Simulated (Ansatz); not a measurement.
TaGe₂ in space group P6_222 (No. 180; Ta on 3d, Ge on 6j) at seven volumes, plane-wave PAW r²SCAN (Ansatz code), shape and atoms relaxed at each. One row is withheld.

| V (Å³/atom) | P (GPa) |
|---|---|
| 14.596 | 18.77 |
| 15.077 | 11.42 |
| 15.558 | ? |
| 16.039 | 0.00 |
| 16.521 | -4.45 |
| 17.002 | -8.22 |
| 17.483 | -11.38 |

Fit the shown pressures and predict the withheld one.

P = (3/2)B₀(x^(7/2) − x^(5/2))[1 + (3/4)(B′ − 4)(x − 1)] with x = (V₀/V)^(2/3). Least squares on the six rows gives V₀ = 16.038 Å³/atom, B₀ = 161 GPa, B′ = 4.56. At V = 15.558, x = 1.0205 and P = 5.24 GPa. The run itself gave 5.23 GPa.

The workflow started from a Materials Project entry (that database holds measured and hypothetical structures alike); the Crystallography Open Database files this formula in space group No. 180, but the cells were not matched. Its standing as an ambient phase is unchecked. The r²SCAN relaxation kept the symmetry of its start; whether a distortion lowers the energy is not shown. The run is not spin-polarised. Spin–orbit coupling is left out wherever it is not named.

Potentials: the later of the program's two PAW sets.
